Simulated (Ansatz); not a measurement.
A geometry of SnO2 away from equilibrium: step 3 of the relaxation of a relaxed SnO2 cell, doubled along one cell vector, shaken by Gaussian noise of σ = 0.08 Å a coordinate. All values below come from r2SCAN (plane waves to 500 eV, PAW, scalar-relativistic; Ansatz, a first-principles code). Γ-centred k-mesh 9×5×9 on the run's cell (coarser than for final values), Fermi–Dirac smearing 0.05 eV. The plane waves were selected for a different cell earlier on the path.

```
CELL_PARAMETERS angstrom
      1.53045     0.89384     4.92134
     -3.07645     1.78661     9.84759
     -0.00435    -1.76883     4.91936
ATOMIC_POSITIONS crystal
  Sn 0.00379 0.99581 0.98786
  Sn 0.01150 0.50024 0.98766
  O  0.26356 0.12338 0.23556
  O  0.26339 0.62130 0.24317
  O  0.42458 0.19934 0.40975
  O  0.42410 0.70183 0.41053
```

**Question.** What forces act on the atoms (eV/Å)?

**Answer.** 
```json
[
 {"atom": "Sn1", "Fx": "0.03", "Fy": "0.14", "Fz": "0.14"},
 {"atom": "Sn2", "Fx": "0.27", "Fy": "-0.33", "Fz": "-0.06"},
 {"atom": "O3", "Fx": "-0.15", "Fy": "0.00", "Fz": "-0.17"},
 {"atom": "O4", "Fx": "-0.01", "Fy": "0.07", "Fz": "-0.04"},
 {"atom": "O5", "Fx": "-0.04", "Fy": "-0.02", "Fz": "0.08"},
 {"atom": "O6", "Fx": "-0.11", "Fy": "0.14", "Fz": "0.06"}
]
```

The path ends in R-3m (No. 166). No spin polarisation in the result. Without a van der Waals term the distances between weakly bound units are poorly fixed.

Of the parent cell (R3m (No. 160)): The first start was generated by placing the elements on the sites of a structure type. Materials Project lists a structure of SnO2 in the same space group, R3m (No. 160); the sites were not compared with it, nor with measured phases. Known forms of SnO2 include space group No. 136.

The first start was generated by placing the elements on the sites of a structure type. Materials Project lists a structure of SnO2 in the same space group, R-3m (No. 166); the sites were not compared with it, nor with measured phases. Known forms of SnO2 include space group No. 136.
